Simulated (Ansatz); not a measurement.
Ansatz (a first-principles code) input:

Ansatz 0.2 input:
```yaml
crystal:
  lattice:
    - [-1.6512036077, 1.6512036077, 1.6512036077]
    - [1.6512036077, -1.6512036077, 1.6512036077]
    - [1.6512036077, 1.6512036077, -1.6512036077]
  atoms:
    - { symbol: Nb, position: [0.0, 0.0, 0.0] }
kpoints:
  mp_grid: { grid: [17, 17, 17] }
hamiltonian:
  xc: r2scan
  pseudopotentials: { azcp: { folder: ./paw }, kind: paw }
scf:
  occupations: { method: gaussian, width: 0.1 }
checkpoint: { read: metal.run }
output: { write_density: true, elf: true, volumetric_format: npy }
basis: { fft_grid_basis: typed }
```

Output (shortened):

```
Pseudopotential: Nb, paw, valence charge 13
Functional definition: r2SCAN
Crystal: 1 atoms, lattice volume = 18.008 Å³
Basis set: ecut = 500 eV, 459 PW (Γ), exchange–correlation on 96×96×96 points (64 copies of the dense FFT grid, shifted against one another)
Bands: 15, of which v1, the nominal top of the filled ones, is band 7 counted from 1 (6 counted from 0)
Symmetry: 48 space group operations
Space group: Im-3m (ITA 229), of the structure as read, at distance tolerance 2.6e-5 Å
k-points: 165 of 4913
Stability of the state it starts from, as read at its close in the unpolarized treatment …
iter 1 solved again at ethr=4.63e-9 eV; its pass at ethr=3.10e-3 eV (dr2=6.02e-7 eV) is discarded
SCF iter   1: F=—  HF=-4563.659067 eV  |F-HF|=—  |Δ(HF+E_count)|=         —  Δρ=6.09e-7  dr2=3.98e-11  dr2_τ=1.42e-11  ethr=4.63e-9  ⟨swp⟩=3.1  Hψ=21012  notcnv=0
preconditioner: auto → none
SCF iter   2: F=-4563.659067 eV  HF=-4563.659067 eV  |F-HF|=1.82e-12  |Δ(HF+E_count)|=   1.21e-9  Δρ=2.91e-7  dr2=7.31e-12  dr2_τ=1.02e-12  ethr=1.00e-12  ⟨swp⟩=4.8  Hψ=7087  notcnv=0
SCF 1 converged in 2 iterations: F = -4563.659067 eV  dr2 = 7.31e-12
SCF converged after 2 iterations
Free energy (F): -4563.659067 eV
Harris-Foulkes:  -4563.659067 eV  (|F-HF|=1.82e-12)
Internal energy: -4563.651958 eV  (E = F + TS)
E sigma→0 (E₀):  -4563.655513 eV
Entropy (-TS):   -0.007109 eV (-7.109 meV/atom)
Fermi energy:    17.743538 eV
--- Per-component energies (eV) ---
  E_band       = -78.079472
  E_kinetic    = 372.569073
  E_local      = -644.546417  (includes V_loc(G=0)·N_el)
  E_nonlocal   = 94.745030
  E_hartree    = 213.629646
  E_xc         = -159.468295
  E_vxc        = -222.247446  (∫ρ·V_xc dr)
  E_paw        = -3099.515113  (= ΣΔE_a)
  E_vpaw       = -119.949411  (= ΣTr[D̂ρ^β])
  E_aug_tail   = 0.000023  (compensation charges beyond the density's cutoff)
  E_vtau       = 14.090343  (kinetic-family band-sum trace: ∫τ·v_τ [+ j·A + Jᵃ·Aᵃ] dr)
  E_ewald      = -1340.873476
  E_core_change = -0.192430  (= ΣΔE_core)
  E_smearing   = -0.007109  (= −TS)
  E_closure    = 0.000000  (closes the sum)
  Σ components = -4563.659067   (vs F -4563.659067, Δ=0.00e0)
  [band-id]    e_kinetic+e_local+e_nonlocal+2·e_hartree+e_vxc+e_vpaw+e_augmentation_tail+e_vtau = -78.079513   (vs E_band -78.079472, Δ=-4.07e-5)
--- Band table (eV; the first three rows and the last of 165) ---
  k-point 0: bands = ["-38.3924", "-12.9270", "-12.9270", "-12.9270", "11.4893", "18.1967", "18.1967", "18.1967", "21.3182", "21.3182", "32.5123", "32.5123", "32.5123", "43.8545", "43.8545"]
  k-point 1: bands = ["-38.3835", "-12.9799", "-12.9429", "-12.9274", "11.6396", "18.1021", "18.1729", "18.3393", "21.1698", "21.3172", "32.6359", "32.7708", "32.8522", "42.6503", "43.4497"]
  k-point 2: bands = ["-38.3579", "-13.1297", "-12.9881", "-12.9287", "12.0680", "17.8432", "18.0720", "18.7608", "20.8657", "21.3229", "32.9308", "33.5187", "33.6834", "40.9168", "42.4701"]
  k-point 164: bands = ["-37.9376", "-13.9121", "-13.9022", "-13.9022", "13.9030", "13.9268", "23.3219", "23.3219", "23.5480", "27.0791", "27.6511", "27.6511", "37.8334", "38.9656", "39.0246"]
```

Cost: very roughly 3 core-seconds on shared cores.

Symmetry was held in the r²SCAN relaxation. The run is not spin-polarised. Spin–orbit coupling is left out wherever it is not named.

Potentials: the earlier of the program's two PAW sets.

Ansatz is a plane-wave DFT program.
